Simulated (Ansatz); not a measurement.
Relaxed SiC (zinc blende):

```
CELL_PARAMETERS angstrom
      0.00000     4.35662     4.35662
      2.17831     0.00000     2.17831
      2.17831     2.17831     0.00000
ATOMIC_POSITIONS crystal
  C  0.37500 0.75000 0.75000
  C  0.87500 0.75000 0.75000
  Si 0.00000 0.00000 0.00000
  Si 0.50000 0.00000 0.00000
```

The atoms are displaced by Q × the pattern below (from a DFPT mode at L = (0.5, 0.0, 0.0), largest move 1; Q in Å), at fixed cell. It is one choice among 2 degenerate patterns. (q is in reciprocal vectors of the primitive cell; the cell shown is doubled to hold the pattern.)

```json
[
 {"atom": "C1", "x": "-0.285", "y": "0.520", "z": "-0.805"},
 {"atom": "C2", "x": "0.285", "y": "-0.520", "z": "0.805"},
 {"atom": "Si3", "x": "-0.108", "y": "0.196", "z": "-0.304"},
 {"atom": "Si4", "x": "0.108", "y": "-0.196", "z": "0.304"}
]
```

Level of theory: r2SCAN (plane waves to 500 eV, PAW, scalar-relativistic; Ansatz, a program for electronic structure). k mesh 13×13×13 (Γ-centred), Fermi-Dirac smearing 0.05 eV. E stands for the smeared free energy. SiC was relaxed with its symmetry unable to fall. The PAW data are Ansatz's earlier set. ΔE is measured from the undisplaced structure.

```csv
Q (Å),ΔE (meV/cell)
-0.180,withheld
-0.150,802
-0.120,509
-0.090,285
-0.060,126
-0.030,31
0.000,0
0.030,31
0.060,126
0.090,285
0.120,509
0.150,802
0.180,withheld
```

Question: Fit an even polynomial form (powers 2, 4) to the given rows and predict ΔE at Q = 0.180.

Answer: Least squares on the 11 given rows: ΔE = (34870)·Q² + (34270)·Q⁴, in meV/cell with Q in Å; root-mean-square residual 0.2 meV/cell. At 0.180 the fit gives 1166 meV/cell; the calculation gives 1166 meV/cell, the same to the digits shown. The quadratic term alone would give 1130 meV/cell.

(For displaced atoms, the force is minus the slope of the energy, and its curvature is a force constant, which sets phonon frequencies.)
